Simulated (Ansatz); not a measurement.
# Data sheet: SiGe (DFT)

SiGe:
```
SiGe
1.0
    3.90389     0.00000     0.00000
   -1.95194     3.38087     0.00000
    0.00000     0.00000     6.45333
Si Ge
2 2
Direct
  0.66667   0.33333   0.87448
  0.33333   0.66667   0.37448
  0.66667   0.33333   0.50052
  0.33333   0.66667   0.00052
```

Space group P6_3mc (No. 186), wurtzite; conventional cell a = 3.904 Å, b = 3.904 Å, c = 6.453 Å, α = 90.00°, β = 90.00°, γ = 120.00°.

Method: the program Ansatz at the r²SCAN level (PAW). Geometry: relaxed at this level of theory. Other levels are named where they apply.

Cell and energy:

```yaml
volume_per_atom: 21.29 Å³
density: 3.93 g/cm³
Formation energy from the elements (no fitted shifts): 0.027 eV/atom
```

Electronic structure:

```yaml
band_gap: 0.66 eV (indirect)
valence_band_maximum: at Γ
conduction_band_minimum: at M (3 equivalent valleys)
smallest_direct_gap_on_the_standard_path: 0.79 eV
electron_effective_mass: 0.11, 1.2, 1.2 mₑ (principal values)
Electron effective mass with spin–orbit coupling: 0.11, 1.2, 1.2 mₑ (principal values)
Hole effective mass, band 1 of 2 at the edge: 0.50 along x, 0.50 along z (mₑ)
Hole effective mass, band 2 of 2 at the edge: 0.081 along x, 0.50 along z (mₑ)
Hole effective mass with spin–orbit coupling: 0.14, 0.14, 0.49 mₑ (principal values)
HSE06 gap on the r²SCAN cell: 0.98 eV
Gap with spin–orbit coupling: 0.60 eV
Z2 indices of the occupied bands with spin–orbit coupling: 0;(000)
```

Mechanics:

```yaml
Bulk modulus (Birch–Murnaghan fit): 84.3 GPa
Pressure derivative B′: 4.5
Elastic constants (relaxed ions, GPa): C11 = 180, C12 = 44.7, C13 = 26.4, C33 = 206, C44 = 50.9
mechanical_stability: stable (all eigenvalues of C positive)
hill_bulk_and_shear_moduli: 84.6 and 63.7 GPa
Young's modulus: 153 GPa
Poisson's ratio: 0.20
debye_temperature_from_the_elastic_constants: 478 K
Piezoelectric stress constants (proper, relaxed ions, C/m²): e33 = 0.02
```

Phonons:

```yaml
Highest zone-centre frequency (without LO–TO term): 51.2 meV
zone_centre_stability: no imaginary mode at Γ
```

Charges:

```yaml
bader_charges: Si +0.36, Ge -0.36 e
```

The workflow started from a Materials Project entry (that database holds measured and hypothetical structures alike); the Crystallography Open Database copy checked does not list it. Its standing as an ambient phase is unchecked. The r²SCAN relaxation kept the symmetry of its start. Signs of piezoelectric constants follow the polarity of the cell as given. The references are the lowest solids computed at this level, not always the standard phases. Scalar-relativistic: spin–orbit coupling is off unless named, which matters more the heavier the elements.

Potentials: the earlier of the program's two PAW sets.
